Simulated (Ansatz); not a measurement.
SnO:
```
SnO
1.0
    3.29219     0.00000     0.00000
    0.00000     5.67778     0.00000
    0.00000     0.00000     3.70639
Sn O
2 2
Direct
  0.00000   0.23592   0.53471
  0.50000   0.76408   0.03471
  0.00000   0.88207   0.71529
  0.50000   0.11793   0.21529
```

Relaxed with LDA. Special points in fractions of this cell's reciprocal vectors: Γ (0.000, 0.000, 0.000); X (0.500, 0.000, 0.000); S (0.500, 0.500, 0.000); Y (0.000, 0.500, 0.000); Z (0.000, 0.000, 0.500); U (0.500, 0.000, 0.500); R (0.500, 0.500, 0.500); T (0.000, 0.500, 0.500).

Problem. List the band energies nearest the valence-band maximum at these points for LDA (plane waves, PAW; program Ansatz).

Solution. In eV from the valence-band maximum; about four levels below and three above (degenerate sets whole), none deeper than 8.9 eV; points with the same levels are listed once.

| k | below | above |
|---|---|---|
| Γ | -4.04 -2.85 -2.39 0.00 | 3.25 3.62 6.51 |
| X | -2.95 -2.95 -1.34 -1.34 | 2.48 2.48 5.95 5.95 |
| S | -2.93 -2.93 -1.27 -1.27 | 2.04 2.04 6.43 6.43 |
| Y | -4.00 -2.88 -2.10 -1.72 | 3.26 4.81 5.19 |
| Z | -3.42 -3.42 -1.48 -1.48 | 2.39 2.39 5.72 5.72 |
| U | -3.86 -3.86 -1.38 -1.38 | 2.17 2.17 4.61 4.61 |
| R | -4.14 -4.14 -0.58 -0.58 | 2.34 2.34 4.21 4.21 |
| T | -3.29 -3.29 -1.59 -1.59 | 1.96 1.96 5.97 5.97 |

Space group Pmn2_1. The first step of the workflow began from a Materials Project structure, measured or hypothetical; the Crystallography Open Database copy checked does not list it. It is not the phase usual at ambient conditions (space group No. 129). The LDA relaxation kept the symmetry of its start; phonons on a q-mesh show no instability. A crystal of weakly bound layers computed without a dispersion correction: the cell and the soft elastic constants depend strongly on that. Spin–orbit coupling is left out wherever it is not named.

Potentials: the later of the program's two PAW sets.
